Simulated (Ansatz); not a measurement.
Values for one crystal, relaxed and computed with PBEsol (plane waves, PAW; program Ansatz); other levels are named.

```yaml
volume_per_atom: 31.74 Å³
electronic_character: metallic (no gap)
highest_zone_centre_frequency: 209 cm^-1
Pressure derivative B′: 4.8
Density of states at the Fermi level: 0.06 states/eV per atom (mean over ±0.08 eV)
zone_centre_stability: no imaginary mode at Γ
Bulk modulus (Birch–Murnaghan fit): 46.3 GPa
```

Pick the material that matches.
A. SnC, CsCl type
B. SnSe, zinc blende
C. Sn3Ge, P-4m2 (Ge on 1a, Sn on 2g, Sn on 1c)
D. GeSe2, P2_1/c (Ge on 4e, Se on 4e, Se on 4e)

C, Sn3Ge, P-4m2 (Ge on 1a, Sn on 2g, Sn on 1c)

The start of the workflow was typed in or built on a structure type; neither database checked (COD, Materials Project) lists it. Whether it is the stable phase at ambient conditions was not checked. The PBEsol relaxation kept the symmetry of its start. As this level gives no gap, phonon frequencies hold no LO–TO term and depend on the k-mesh and smearing (Fermi–Dirac, 0.1 eV here). Spin–orbit coupling is left out wherever it is not named.

Potentials: the earlier of the program's two PAW sets. The files were generated under PBE; for other functionals the program regenerates the frozen cores, and for LDA and PBEsol the local potential too.
